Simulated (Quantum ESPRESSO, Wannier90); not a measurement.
## LiCl (rock salt), plane waves to Wannier functions

```
begin unit_cell_cart
ang
    0.0000000000    2.5421200000    2.5421200000
    2.5421200000    0.0000000000    2.5421200000
    2.5421200000    2.5421200000    0.0000000000
end unit_cell_cart
begin atoms_frac
Li   0.0000000000  0.0000000000  0.0000000000
Cl   0.5000000000  0.5000000000  0.5000000000
end atoms_frac
```

Structure: Materials Project mp-22905, symmetrised, not relaxed again. COD (Crystallography Open Database) has an entry of this formula and space group (matched by these alone). Level: PBEsol, no spin polarisation, no spin-orbit coupling; pw.x of Quantum ESPRESSO at 60 Ry with PseudoDojo potentials, 8×8×8 k-points, Wannier90. Density: 10×10×10 mesh, cold smearing 0.01 Ry.

Band 2 is isolated and gives one Wannier function a cell (Cl2 3s 91 %, Li1 2s 9 %; spread 0.84 Å²). Its on-site energy is ε = -12.859 eV relative to the valence-band maximum, and its hoppings t(R) = t(−R) to the nearer images are (images within this range that aren't listed have |t| under 5 meV):

```
R (lattice vectors; −R alike)  distance (Å)  t (eV)
-----------------------------  ------------  ------
0 0 1                                  3.60  -0.057
0 1 -1                                 3.60  -0.057
0 1 0                                  3.60  -0.057
1 -1 0                                 3.60  -0.057
1 0 -1                                 3.60  -0.057
1 0 0                                  3.60  -0.057
```

Task: Work out the band energy at Γ, X, U, K from these numbers.

Result: For one orbital E(k) = ε + Σ_R 2 t(R) cos(2π k·R), the sum over the listed R.
- Γ, k = (0.000, 0.000, 0.000): E = -12.859 + (-0.057)·(12.00) = -13.54 eV; pw.x: -13.49 eV
- X, k = (0.500, 0.000, 0.500): E = -12.859 + (-0.057)·(-4.00) = -12.63 eV; pw.x: -12.60 eV
- U, k = (0.625, 0.250, 0.625): E = -12.859 + (-0.057)·(-3.66) = -12.65 eV; pw.x: -12.64 eV
- K, k = (0.375, 0.375, 0.750): E = -12.859 + (-0.057)·(-3.66) = -12.65 eV; pw.x: -12.64 eV

At these points the listed shells miss the plane-wave band by up to 0.05 eV, of a width of 0.89 eV on the path. With all its hoppings the model misses the band by 0.0 meV at worst on the whole path, so most of the miss comes from the hoppings not listed.
